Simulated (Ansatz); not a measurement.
Every step of a relaxation of ScInCu4

DFT, LDA, PAW with Ansatz's default frozen-core files, scalar-relativistic (Ansatz 0.2.0); a Γ-centred 8×8×8 k mesh, Fermi–Dirac smearing of 0.05 eV, no spin polarisation. The run relaxes cell and atoms at a target pressure of 0 GPa.

Command: `ansatz run input.yaml --threads 2 --pin off --max-ram 5120MiB --backend cpu --events-out ev --progress --plain --runs-dir out` It took 41 s on 2 threads of Intel(R) Xeon(R) Platinum 8259CL CPU @ 2.50GHz (Skylake/Cascade Lake), with other jobs on the host, peak memory 0.52 GiB.

```yaml
crystal:
  lattice:
    - [0.0, 3.50601204, 3.50601204]
    - [3.50601204, 0.0, 3.50601204]
    - [3.50601204, 3.50601204, 0.0]
  atoms:
    - { symbol: Sc, position: [0.0, 0.0, 0.0] }
    - { symbol: In, position: [0.25, 0.25, 0.25] }
    - { symbol: Cu, position: [0.1245401, 0.6251533, 0.6251533] }
    - { symbol: Cu, position: [0.6251533, 0.6251533, 0.6251533] }
    - { symbol: Cu, position: [0.6251533, 0.6251533, 0.1245401] }
    - { symbol: Cu, position: [0.6251533, 0.1245401, 0.6251533] }
kpoints:
  mp_grid: { grid: [8, 8, 8] }
scf:
  occupations: { method: fermi_dirac, width: 0.05 }
hamiltonian:
  xc: lda
  pseudopotentials: { kind: paw }
output:
  forces: true
  stress: true
  eigenvalues: true
  write_density: true
  write_potential: true
  elf: true
  volumetric_format: npy
relax:
  f_tol: 0.005
  max_steps: 50
  cell: {}
```

Each step lists its free energy a cell above the last geometry, the pressure, the cell vectors (Å), and Cartesian positions (Å) with forces (eV/Å).

The first step:

```
step 1  dF = 105.67 meV  P = -6.92 GPa
  cell 0.0000 3.5060 3.5060  3.5060 0.0000 3.5060  3.5060 3.5060 0.0000
  Sc 0.0000 0.0000 0.0000   0.0000 0.0000 0.0000
  In 1.7530 1.7530 1.7530   0.0000 0.0000 0.0000
  Cu 4.3836 2.6284 2.6284   0.0026 -0.0026 -0.0026
  Cu 4.3836 4.3836 4.3836   0.0026 0.0026 0.0026
  Cu 2.6284 2.6284 4.3836   -0.0026 -0.0026 0.0026
  Cu 2.6284 4.3836 2.6284   -0.0026 0.0026 -0.0026
```

The PAW files were made under PBE.

Task: Where does the relaxation end, and by which steps?

Result: After 4 geometries, with conventional a, b, c = 6.886, 6.886, 6.886 Å, at 13.606 Å³/atom (-5.29 % against the start) in space group F-43m, with a shortest distance of 2.432 Å. The further steps:
```
step 2  dF = 1.12 meV  P = -0.72 GPa
  cell 0.0000 3.4489 3.4489  3.4489 0.0000 3.4489  3.4489 3.4489 0.0000
  Sc 0.0000 0.0000 0.0000   0.0000 0.0000 0.0000
  In 1.7245 1.7245 1.7245   0.0000 0.0000 0.0000
  Cu 4.3121 2.5858 2.5858   -0.0042 0.0042 0.0042
  Cu 4.3121 4.3121 4.3121   -0.0042 -0.0042 -0.0042
  Cu 2.5858 2.5858 4.3121   0.0042 0.0042 -0.0042
  Cu 2.5858 4.3121 2.5858   0.0042 -0.0042 0.0042
step 3  dF = -0.01 meV  P = 0.08 GPa
  cell 0.0000 3.4425 3.4425  3.4425 0.0000 3.4425  3.4425 3.4425 0.0000
  Sc 0.0000 0.0000 0.0000   0.0000 0.0000 0.0000
  In 1.7212 1.7212 1.7212   0.0000 0.0000 0.0000
  Cu 4.3039 2.5811 2.5811   -0.0019 0.0019 0.0019
  Cu 4.3039 4.3039 4.3039   -0.0019 -0.0019 -0.0019
  Cu 2.5811 2.5811 4.3039   0.0019 0.0019 -0.0019
  Cu 2.5811 4.3039 2.5811   0.0019 -0.0019 0.0019
step 4  dF = 0.00 meV  P = 0.00 GPa
  cell 0.0000 3.4431 3.4431  3.4431 0.0000 3.4431  3.4431 3.4431 0.0000
  Sc 0.0000 0.0000 0.0000   0.0000 0.0000 0.0000
  In 1.7216 1.7216 1.7216   0.0000 0.0000 0.0000
  Cu 4.3047 2.5816 2.5816   -0.0009 0.0009 0.0009
  Cu 4.3047 4.3047 4.3047   -0.0009 -0.0009 -0.0009
  Cu 2.5816 2.5816 4.3047   0.0009 0.0009 -0.0009
  Cu 2.5816 4.3047 2.5816   0.0009 -0.0009 0.0009
step 5  dF = 1.92 meV  P = 0.00 GPa  (same geometry on a basis chosen anew; earlier energies don't compare to the last digit)
  cell 0.0000 3.4431 3.4431  3.4431 0.0000 3.4431  3.4431 3.4431 0.0000
  Sc 0.0000 0.0000 0.0000   0.0000 0.0000 0.0000
  In 1.7216 1.7216 1.7216   0.0000 0.0000 0.0000
  Cu 4.3047 2.5816 2.5816   -0.0009 0.0009 0.0009
  Cu 4.3047 4.3047 4.3047   -0.0009 -0.0009 -0.0009
  Cu 2.5816 2.5816 4.3047   0.0009 0.0009 -0.0009
  Cu 2.5816 4.3047 2.5816   0.0009 -0.0009 0.0009
```
